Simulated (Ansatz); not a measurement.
The start is a randomly generated symmetric cell of Si2Mo (space group No. 12). The structure is fully relaxed (lattice and positions, P = 0) with PBE (plane waves to 420 eV, PAW, scalar-relativistic; Ansatz, a program for electronic structure). First-step values are on the input's coarse k-mesh.

Ansatz input (later rounds restart from its end on a renewed k-mesh):
Ansatz 0.2 input:
```yaml
crystal:
  lattice:
    - [2.112004, -2.1573438, 0]
    - [2.112004, 2.1573438, 0]
    - [-0.2455947, 0, 5.3321034]
  atoms:
    - { symbol: Mo, position: [0, 0, 0.5] }
    - { symbol: Si, position: [0.5, 0.5, 0.5] }
    - { symbol: Si, position: [0, 0, 0] }
basis: { ecutwfc: 420, ecutrho_ratio: 4, xc_grid: 2, fft_grid_basis: typed }
kpoints: { mp_grid: { grid: [8, 8, 5] } }
hamiltonian:
  xc: pbe
  dispersion: none
  pseudopotentials: { azcp: { folder: ./paw }, kind: paw }
scf: { occupations: { method: fermi_dirac, width: 0.05 } }
relax: { f_tol: 0.01, max_steps: 100, cell: { stress_tol: 0.02 } }
output: { forces: true, stress: true }
```

```yaml
initial_pressure: "+44 GPa (positive: the cell is compressed)"
volume_change: +13.7 %, from 16.20 to 18.42 Å³/atom
optimiser_moves: 18
```

Relaxed structure:

Space group C2/m (No. 12); a = 4.943 Å, b = 4.876 Å, c = 4.839 Å, α = 90.00°, β = 108.64°, γ = 90.00°

| atom | site | symmetry | x | y | z |
|---|---|---|---|---|---|
| Mo | 2c | 2/m | 0.5000 | 0.5000 | 0.5000 |
| Si | 2d | 2/m | 0.0000 | 0.5000 | 0.5000 |
| Si | 2a | 2/m | 0.0000 | 0.0000 | 0.0000 |
(The calculation used a cell of 3 atoms; values per cell refer to that cell.)

Final values are on a 14×14×10 k-mesh of the relaxed cell. No spin polarisation in the result.

The run could not lose the symmetry of its start: the end is stationary, and may be a saddle point rather than a minimum.

All atoms sit on sites fixed by symmetry, so only the cell could relax.

The relaxed structure here is a generated cell of Si2Mo: the first start was made by a random draw of sites in a space group, and the end was not matched to a known phase here, so it may be hypothetical. Known forms of Si2Mo include space group No. 139.
